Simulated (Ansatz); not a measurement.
**Response of Ge to small distortions**

```
Ge
1.0
     0.00000    2.82877    2.82877
     2.82877    0.00000    2.82877
     2.82877    2.82877    0.00000
Ge
2
Cartesian
  2.8288 2.8288 2.8288
  4.2432 4.2432 4.2432
```

Atoms are numbered in the order listed.

Conventional cell: a = 5.658 Å, b = 5.658 Å, c = 5.658 Å, α = 90.00°, β = 90.00°, γ = 90.00°. Ge (atom 1) is surrounded by 4 Ge at 2.45 Å.

The structure is an experimental refinement, used without relaxation.

All numbers below come from DFT, PBEsol, all-electron LAPW, scalar-relativistic (Ansatz 0.2.0).

Settings: a Γ-centred 11×11×11 k mesh, Fermi–Dirac smearing of 0.05 eV, basis error target 0.5 meV/atom, no spin polarisation.

The unchanged cell is at 0.66 GPa.

In a metal, stresses and small energies carry noise from the k mesh.

x, y and z are the Cartesian axes of the cell as listed; fractional coordinates follow a strain, and an engineering shear is twice the off-diagonal strain component.

(1) One change gave: energy change +7 meV/atom; stress change (xx, yy, zz, yz, xz, xy) 0.15, 0.15, 0.15, 1.72, 1.72, 1.72 GPa, compression positive; change of the force on Ge1 (-0.197, -0.197, -0.197) eV/Å. Which change was it?
A. equal xy, yz and zx engineering shear strains of +2 %
B. equal xy, yz and zx engineering shear strains of -1 %
C. equal xy, yz and zx engineering shear strains of -2 %
D. equal xy, yz and zx engineering shear strains of +1 %

Answers

(1) C. For equal xy, yz and zx engineering shear strains of -1 %: energy change +2 meV/atom; stress change (xx, yy, zz, yz, xz, xy) 0.04, 0.04, 0.04, 0.84, 0.84, 0.84 GPa, compression positive; change of the force on Ge1 (-0.093, -0.093, -0.093) eV/Å. For equal xy, yz and zx engineering shear strains of +1 %: energy change +2 meV/atom; stress change (xx, yy, zz, yz, xz, xy) 0.04, 0.04, 0.04, -0.81, -0.81, -0.81 GPa, compression positive; change of the force on Ge2 (-0.082, -0.082, -0.082) eV/Å. For equal xy, yz and zx engineering shear strains of +2 %: energy change +7 meV/atom; stress change (xx, yy, zz, yz, xz, xy) 0.14, 0.14, 0.14, -1.59, -1.59, -1.59 GPa, compression positive; change of the force on Ge1 (0.156, 0.156, 0.156) eV/Å.
